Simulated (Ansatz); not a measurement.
## Ti$_{3}$C$_{2}$: strain energy, fitted

Ti$_{3}$C$_{2}$, P6_3/mmc, a = 3.064 Å, c = 15.119 Å. The structure is a Materials Project entry; whether it is the stable form wasn't checked. Ansatz: r2SCAN, PAW, 500 eV, Γ-centred 12×12×4 mesh on 10 atoms, Gaussian smearing 0.10 eV; no spin polarisation. Series: biaxial strain in the a-b plane, c and atoms relaxed; x is the strain in per cent. y is the free energy over the unstrained cell, V0 = 12.292 Å³/atom.

| x (%) | y (meV/atom) |
| --- | --- |
| -4.0 | 59.76 |
| -2.0 | ? |
| 0.0 | 0.00 |
| 2.0 | 13.43 |
| 4.0 | 51.22 |

Task: Fit y = c2 x² + c3 x³ to the other rows, turn c2 into a modulus, and predict the missing energy.

Result: Least squares on the rows shown. y = 3.4688 x² − 0.066633 x³. In eV per unit strain² c2 is 34.69; M is the biaxial modulus (E = M V0 ε²): 34.69 × 160.2 / (12.292) = 452 GPa. At x = -2.0 the fit asked for gives 14.41 meV/atom. The run gave 14.51 meV/atom, so the fit is 0.10 meV/atom too low, within twice the rms miss on the fitted rows (0.05 meV/atom).